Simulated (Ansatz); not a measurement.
Values for one crystal, relaxed and computed with DFT-r²SCAN in the program Ansatz with PAW potentials; other levels are named.

```yaml
volume_per_atom: 11.93 Å³
electronic_character: metallic (no gap)
Gap with spin–orbit coupling: none (metallic)
Density of states at the Fermi level: 0.41 states/eV per atom (mean over ±0.08 eV)
Pressure derivative B′: 4.8
Elastic constants (relaxed ions, GPa): C11 = 198, C12 = 164, C44 = 97.7
Formation energy from the elements (no fitted shifts): -0.36 eV/atom
```

Pick the material that matches.
(A) NiBi3, Cu3Au type
(B) MoPt, CsCl type
(C) GaPt, P2_13 (Ga on 4a, Pt on 4a)
(D) GaNi, CsCl type

D, GaNi, CsCl type

Space group Pm-3m (CsCl type). A made-up cell: these elements were put on the sites of a structure type; the Crystallography Open Database files this formula in space group No. 221, but the cells were not matched. Whether it is the stable phase at ambient conditions was not checked. The cell was relaxed with r²SCAN under the symmetry of its start; its stability against distortions is not shown here. The workflow began spin-polarised and lost its moments. As this level gives no gap, shear constants depend on the k-mesh and smearing (Fermi–Dirac, 0.1 eV here). The references are the lowest solids computed at this level, not always the standard phases. Scalar-relativistic: spin–orbit coupling is off unless named, which matters more the heavier the elements.

Potentials: the earlier of the program's two PAW sets.
